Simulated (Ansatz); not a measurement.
Relaxed-ion elastic tensor of CuI in space group P-6m2 (No. 187; Cu on 1a, I on 1f) in GPa (Voigt order), PBEsol in the plane-wave PAW code Ansatz; density 6.89 g/cm³, 22.93 Å³ per atom.

```tsv
	1	2	3	4	5	6
1	80.3	31.5	26.5	0.0	0.0	0.0
2	31.5	80.3	26.5	0.0	0.0	0.0
3	26.5	26.5	123	0.0	0.0	0.0
4	0.0	0.0	0.0	-22.3	0.0	0.0
5	0.0	0.0	0.0	0.0	-22.3	0.0
6	0.0	0.0	0.0	0.0	0.0	24.4
```

Problem. Is the crystal mechanically stable?

Solution. No: the smallest eigenvalue of C is -22.3 GPa.

A made-up cell: these elements were put on the sites of a structure type; neither database checked (COD, Materials Project) lists it. It is not the phase usual at ambient conditions (space group No. 216). The cell was relaxed with PBEsol under the symmetry of its start. At this level the phase is mechanically unstable. The run is not spin-polarised. As this level gives no gap, shear constants depend on the k-mesh and smearing (Fermi–Dirac, 0.1 eV here). Spin–orbit coupling is left out wherever it is not named.

Potentials: the later of the program's two PAW sets.
